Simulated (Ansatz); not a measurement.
Problem. Re (hcp (Mg type), P6_3/mmc) is relaxed with r²SCAN (plane waves, PAW; program Ansatz). What lattice parameters of the conventional cell result?

Solution. a = 2.758 Å, c = 4.462 Å.

The cell was relaxed with r²SCAN under the symmetry of its start; of distortions, only those at the zone centre were tested. The run is not spin-polarised. Axis ratios of metals converge slowly with the k-mesh, so a and c are less sure than the volume. Spin–orbit coupling is left out wherever it is not named.

Potentials: the later of the program's two PAW sets.
